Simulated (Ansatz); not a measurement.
The cell of AlFeC4N4 is invented: two interpenetrating cyanide-bridged diamond nets (P-43m, No. 215). Its size is a rough estimate.

Space group P-43m (No. 215). a = 5.855 Å, b = 5.855 Å, c = 5.855 Å, α = 90.00°, β = 90.00°, γ = 90.00°
| atom | site | symmetry | x | y | z |
| --- | --- | --- | --- | --- | --- |
| Al | 1b | -43m | 0.5000 | 0.5000 | 0.5000 |
| Fe | 1a | -43m | 0.0000 | 0.0000 | 0.0000 |
| C | 4e | .3m | 0.1911 | 0.1911 | 0.1911 |
| N | 4e | .3m | 0.3065 | 0.3065 | 0.3065 |

Method: Ansatz, DFT PBE, scalar-relativistic, plane waves, PAW. Cutoff 420 eV, Gaussian smearing, Γ-centred meshes. Cell and atoms relax first on a coarse mesh and then on a converged one. In between, the cell is made exact in the group found at 0.06 Å. The steps can't lower the symmetry of their start. Collinear spin, starting moments Fe 4.0 μB.

A guess keeps its type if space group and coordination stay and the shape of the cell changes little (axis ratios within about 15 %, angles within 6°); the volume may change.

Question: Does this structure survive the relaxation?

Answer: It keeps its type. The symmetry stays P-43m (No. 215). The volume per atom shrinks by 8.3 %, from 20.1 to 18.4 Å³. The shortest distance goes from 1.17 Å (C–N) to 1.18 Å (C–N). Counting neighbours within 15 % of an atom's shortest distance, the start has Al 4, C 1, Fe 4, N 1 and the end Al 4, C 1, Fe 4, N 1.

Energies over the elements count from the elements' standard structures at the same level (N₂ as a molecule), with no fitted energy shifts.

Question: At what energy does it end?

Answer: +0.082 eV/atom. It can't be a ground state, since the elements alone are lower.

The last run used collinear spin, a 6×6×6 mesh for its 10-atom cell and Gaussian smearing of 0.02 eV. The reference form of C is held partly by dispersion forces, which this level lacks. The magnetic state reached may not be the lowest. A structure relaxed within its symmetry needn't be a true minimum.
